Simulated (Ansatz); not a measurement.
Structure search: one Si3Ag candidate

Level of theory: DFT PBE, scalar-relativistic, plane waves, PAW (Ansatz 0.2.0). Cutoff 420 eV, Gaussian smearing, Γ-centred meshes. Cell and atoms relax first on a coarse mesh and then on a finer one. In between, the cell is made exact in the group found at 0.06 Å. In metals the finer mesh still leaves noise of several meV/atom or more. The steps can't lower the symmetry of their start. No spin polarisation.

Recipe of this trial structure of Si3Ag: random cell by space group and Wyckoff sites (Fm-3m, No. 225). Its size is a rough estimate.

```yaml
crystal:
  lattice:
    - [0.00000, 3.37994, 3.37994]
    - [3.37994, 0.00000, 3.37994]
    - [3.37994, 3.37994, 0.00000]
  atoms:
    - { symbol: Si, position: [0.00000, 0.00000, 0.00000] }
    - { symbol: Si, position: [0.25000, 0.25000, 0.25000] }
    - { symbol: Si, position: [0.75000, 0.75000, 0.75000] }
    - { symbol: Ag, position: [0.50000, 0.50000, 0.50000] }
```

Formation energies are uncorrected and refer to the elements' standard structures at the same level.

Problem. What does it relax into?

Solution. The symmetry stays Fm-3m (No. 225). The end has the BiF3 (D0_3) type. The volume per atom shrinks by 15.6 %, from 19.3 to 16.3 Å³. The shortest distance goes from 2.93 Å (Si–Ag and Si–Si) to 2.77 Å (Si–Ag and Si–Si). The energy falls by about 0.11 eV/atom (the start's value is from the coarse mesh). Conventional cell: a = 6.387 Å. Si on a site of symmetry m-3m is surrounded by 8 Si at 2.77 Å and 6 Ag at 3.19 Å; Si on a site of symmetry -43m is surrounded by 4 Ag at 2.77 Å, 4 Si at 2.77 Å and 6 Si at 3.19 Å; Ag is surrounded by 8 Si at 2.77 Å and 6 Si at 3.19 Å.

```
Si Ag
1.0
     0.00000    3.19353    3.19353
     3.19353    0.00000    3.19353
     3.19353    3.19353    0.00000
Si Ag
3 1
Direct
  0.00000 0.00000 0.00000
  0.25000 0.25000 0.25000
  0.75000 0.75000 0.75000
  0.50000 0.50000 0.50000
```

Problem. Give its energy and gap.

Solution. The energy over the elements is +0.57 eV/atom and the gap on the 12×12×12 mesh of the 4-atom cell is 0 eV (a metal).

A positive value: parting into the elements would lower its energy.

The last run used Gaussian smearing of 0.10 eV. The cell is a metal run without spin; a magnetic state may lie lower. Symmetry constrained the relaxation, so the result can be a saddle point. In all, the 4 runs took 21 s on 1 thread of Arm Neoverse V2, with other jobs on the host.
